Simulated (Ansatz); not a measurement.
ScPt₃N:
```yaml
crystal:
  lattice:
    - [4.18578, 0.00000, 0.00000]
    - [0.00000, 4.18578, 0.00000]
    - [0.00000, 0.00000, 4.18578]
  atoms:
    - { symbol: Sc, position: [0.00000, 0.00000, 0.00000] }
    - { symbol: Pt, position: [0.00000, 0.50000, 0.50000] }
    - { symbol: Pt, position: [0.50000, 0.00000, 0.50000] }
    - { symbol: Pt, position: [0.50000, 0.50000, 0.00000] }
    - { symbol: N, position: [0.50000, 0.50000, 0.50000] }
```

Relaxed with PBEsol. Special points in fractions of this cell's reciprocal vectors: Γ (0.000, 0.000, 0.000); X (0.000, 0.500, 0.000); M (0.500, 0.500, 0.000); R (0.500, 0.500, 0.500).

### Question
List the band energies nearest the Fermi level at these points for plane-wave PAW PBEsol (Ansatz code).

### Answer
In eV from the Fermi level; about four levels below and three above (degenerate sets whole), none deeper than 8.9 eV; points with the same levels are listed once.

```
k                                below           above
-  -----------------------------------  --------------
Γ              -0.92 -0.83 -0.83 -0.83  1.60 1.60 1.74
X              -2.19 -1.28 -1.28 -0.82  0.64 0.64 1.04
M              -0.52 -0.29 -0.29 -0.08  1.05 1.05 1.56
R  -1.06 -1.06 -1.06 -0.75 -0.75 -0.75  0.13 0.13 0.13
```

Space group Pm-3m (anti-perovskite). The start of the workflow was typed in or built on a structure type; neither database checked (COD, Materials Project) lists it. Its standing as an ambient phase is unchecked. Symmetry was held in the PBEsol relaxation. At this level the phase is dynamically unstable (imaginary phonons). No spin polarisation was allowed. Spin–orbit coupling is left out wherever it is not named.

Potentials: the earlier of the program's two PAW sets. The files were generated under PBE; for other functionals the program regenerates the frozen cores, and for LDA and PBEsol the local potential too.
